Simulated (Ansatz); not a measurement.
GaAs:
```cif
data_As4Ga4
_chemical_formula_sum 'Ga4 As4'
_space_group_name_H-M_alt 'P42/mnm'
_space_group_IT_number 136
_space_group_name_Hall '-P 4n 2n'
_cell_length_a 6.91613
_cell_length_b 6.91613
_cell_length_c 4.00384
_cell_angle_alpha 90.000
_cell_angle_beta 90.000
_cell_angle_gamma 90.000
loop_
_atom_site_label
_atom_site_type_symbol
_atom_site_symmetry_multiplicity
_atom_site_Wyckoff_symbol
_atom_site_fract_x
_atom_site_fract_y
_atom_site_fract_z
_atom_site_occupancy
Ga1 Ga 4 g 0.17597 0.17597 0.50000 1
As1 As 4 f 0.31783 0.31783 0.00000 1
```

Relaxed with PBEsol.

### Question
Which orbitals make up the states near the band edges in PBEsol in the plane-wave PAW code Ansatz?

### Answer
Top 1 eV of the valence band: As 4p 77 %, Ga 4p 20 %. Bottom 1 eV of the conduction band: Ga 4p 31 %, Ga 4s 27 %, As 4p 20 %, As 4s 16 %, outside the projected shells 5 %. Projections are on Löwdin-orthogonalised atomic valence shells; empty p or d shells of many metals are not among them.

### Question
Tabulate the density of states.

### Answer
States/eV per cell of 8 atoms, in 0.25 eV bins, energy from the valence-band maximum.

```csv
E (eV),total,As 4p,Ga 4p,Ga 4s
-7.85,0.00,0.00,0.00,0.00
-7.60,0.00,0.00,0.00,0.00
-7.35,0.19,0.09,0.00,0.09
-7.10,0.93,0.42,0.03,0.45
-6.85,1.80,0.80,0.07,0.87
-6.60,5.74,2.52,0.26,2.81
-6.35,3.01,1.32,0.19,1.34
-6.10,3.52,1.54,0.26,1.43
-5.85,3.14,1.37,0.24,1.22
-5.60,2.57,1.12,0.21,0.96
-5.35,1.90,0.82,0.15,0.69
-5.10,1.61,0.70,0.13,0.55
-4.85,1.46,0.65,0.13,0.47
-4.60,1.55,0.73,0.24,0.38
-4.35,1.67,0.83,0.38,0.30
-4.10,2.30,1.20,0.68,0.26
-3.85,3.15,1.71,1.00,0.27
-3.60,3.82,2.13,1.26,0.26
-3.35,2.71,1.58,0.94,0.11
-3.10,3.19,1.86,1.07,0.15
-2.85,4.32,2.53,1.39,0.23
-2.60,6.50,3.99,2.15,0.21
-2.35,5.73,3.62,1.84,0.15
-2.10,5.16,3.31,1.55,0.17
-1.85,6.09,4.00,1.81,0.15
-1.60,5.66,3.86,1.57,0.12
-1.35,7.12,4.97,1.87,0.13
-1.10,4.67,3.35,1.15,0.07
-0.85,3.02,2.26,0.67,0.03
-0.60,2.00,1.55,0.39,0.02
-0.35,1.13,0.92,0.18,0.01
-0.10,0.35,0.30,0.05,0.00
0.15,0.00,0.00,0.00,0.00
0.40,0.00,0.00,0.00,0.00
0.65,0.01,0.00,0.00,0.00
0.90,0.14,0.02,0.04,0.04
1.15,0.72,0.14,0.22,0.20
1.40,2.21,0.47,0.69,0.60
1.65,4.42,1.07,1.39,1.15
1.90,4.72,1.29,1.39,1.20
2.15,3.84,1.14,1.04,0.98
2.40,4.47,1.38,1.24,1.09
2.65,4.82,1.40,1.56,1.01
2.90,4.90,1.27,1.92,0.82
3.15,4.19,0.92,1.95,0.54
3.40,4.34,0.89,2.15,0.46
3.65,5.36,1.13,2.64,0.52
3.90,3.91,0.79,2.11,0.28
4.15,5.71,1.28,3.01,0.39
4.40,5.28,1.24,2.68,0.33
4.65,5.03,1.16,2.59,0.26
4.90,4.19,0.98,2.09,0.19
5.15,4.84,1.12,2.23,0.28
```

Space group P4_2/mnm. The start of the workflow was typed in or built on a structure type; neither database checked (COD, Materials Project) lists it. It is not the phase usual at ambient conditions (space group No. 216). Symmetry was held in the PBEsol relaxation; its stability against distortions is not shown here. The volume moved by 16 % from the start of the relaxation. Spin–orbit coupling is left out wherever it is not named.

Potentials: the earlier of the program's two PAW sets. The files were generated under PBE; for other functionals the program regenerates the frozen cores, and for LDA and PBEsol the local potential too.
